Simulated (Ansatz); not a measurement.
C:
```
CELL_PARAMETERS angstrom
      0.00000     3.75662     3.75662
      3.75662     0.00000     3.75662
      3.75662     3.75662     0.00000
ATOMIC_POSITIONS crystal
  C  0.57054 0.28838 0.57054
  C  0.96162 0.67946 0.67946
  C  0.57054 0.57054 0.28838
  C  0.67946 0.96162 0.67946
  C  0.57054 0.57054 0.57054
  C  0.67946 0.67946 0.67946
  C  0.28838 0.57054 0.57054
  C  0.67946 0.67946 0.96162
```

Relaxed with PBE. Special points in fractions of this cell's reciprocal vectors: Γ (0.000, 0.000, 0.000); X (0.500, 0.000, 0.500); U (0.625, 0.250, 0.625); K (0.375, 0.375, 0.750); L (0.500, 0.500, 0.500); W (0.500, 0.250, 0.750).

Task: List the band energies nearest the valence-band maximum at these points for plane-wave PAW PBE (Ansatz code).

Result: In eV from the valence-band maximum; about four levels below and three above (degenerate sets whole), none deeper than 8.9 eV; points with the same levels are listed once.

```tsv
k	below	above
Γ	-5.71 -5.71 0.00 0.00	2.28 2.28 2.28
X	-3.94 -3.94 -2.86 -2.86	3.26 3.26 4.35 4.35
U	-4.06 -3.53 -3.40 -2.59	3.20 3.56 4.18
L	-4.70 -4.70 -1.77 -1.77	2.31 2.97 3.91 3.91
W	-3.69 -3.69 -3.13 -3.13	3.54 3.54 4.36 4.36
```

Space group Fd-3m. The start of the workflow was typed in or built on a structure type. Its sites differ from those of the usual phase in this space group: another stacking or structure type. The cell was relaxed with PBE under the symmetry of its start; its stability against distortions is not shown here.

Potentials: the later of the program's two PAW sets.
